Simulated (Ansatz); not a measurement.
Input and command of a plane-wave DFT calculation in Ansatz:

```yaml
crystal:
  lattice:
    - [3.2805195245, 0.0, 0.0]
    - [0.0, 3.2805195245, 0.0]
    - [0.0, 0.0, 25.5610390491]
  atoms:
    - { symbol: Ta, position: [0.5, 0.5, 0.3325373427] }
    - { symbol: Ta, position: [0.0, 0.0, 0.3967076512] }
    - { symbol: Ta, position: [0.5, 0.5, 0.4611411134] }
    - { symbol: Ta, position: [0.0, 0.0, 0.5263369579] }
    - { symbol: Ta, position: [0.5, 0.5, 0.581509913] }
    - { symbol: O, position: [0.5, 0.8333333333, 0.6636661977] }
basis:
  ecutwfc: 420
kpoints:
  mp_grid: { grid: [9, 9, 1] }
hamiltonian:
  xc: pbesol
scf:
  occupations: { method: gaussian, width: 0.1 }
output:
  forces: true
  eigenvalues: true
  write_density: true
  write_potential: true
  elf: true
  volumetric_format: npy
relax:
  adjacent_minimum: "off"
  f_tol: 0.02
  max_steps: 25
  constraints: [{ sites: [0, 1, 2, 3, 4] }, { site: 5, fix: xy }]
efield:
  axis: 3
  dipole_correction: true
  ramp_width: 0.04
```

```bash
ansatz run input.yaml --threads 2 --pin off --max-ram 5120MiB --backend cpu --events-out ev --progress --plain --runs-dir out
```

Processor: AMD EPYC 9R45 96-Core Processor (Zen 5), 2 threads, on a host shared with other jobs.

Q: How long does it run, and how much memory does it take?

A: About 35 s on 2 threads of AMD EPYC 9R45 96-Core Processor (Zen 5), with other jobs on the host, peak memory 0.65 GiB. It solves 43 bands at 25 k points (the mesh reduced by symmetry) with about 5421 plane waves, in 45 SCF iterations over 8 ionic steps.
